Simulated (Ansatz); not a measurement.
Ge in space group P4_32_12 (No. 96; Ge on 4a, Ge on 8b), r²SCAN (plane waves, PAW; program Ansatz). The conduction-band minimum lies on the M–Γ line, 31 % of the way from M, with 4 equivalent valleys. Second derivatives d²E/dk² of the lowest band at one valley (eV·Å²), along Cartesian directions:

| direction | d²E/dk² |
|---|---|
| [100] | 84.34 |
| [010] | 84.34 |
| [001] | 59.65 |
| [110] | 95.61 |
| [101] | 72.00 |
| [011] | 72.00 |

Question: Find the principal effective masses, the density-of-states mass and the conductivity mass.

Answer: Off-diagonal terms follow from H_xy = H[110] − (H_xx + H_yy)/2, and m*/mₑ = 7.620 eV·Å² over each eigenvalue: 0.080, 0.10, 0.13. One valley's DOS mass (m₁m₂m₃)^(1/3) = 0.10, conductivity mass 3/(Σ 1/mᵢ) = 0.10 mₑ.

Question: What effective density of states Nc follows at 300 K for parabolic valleys?

Answer: Nc = 2.509e19 × 4 × (0.10)^(3/2) ≈ 3.2e18 cm⁻³.

The workflow started from a Materials Project entry (that database holds measured and hypothetical structures alike); the Crystallography Open Database files this formula in space group No. 96, but the cells were not matched. It is not the phase usual at ambient conditions (space group No. 227). The r²SCAN relaxation kept the symmetry of its start; its stability against distortions is not shown here. Scalar-relativistic: spin–orbit coupling is off unless named, which matters more the heavier the elements.

Potentials: the later of the program's two PAW sets.

Edges and masses are those of Kohn–Sham bands, whose gap is no quasiparticle gap.
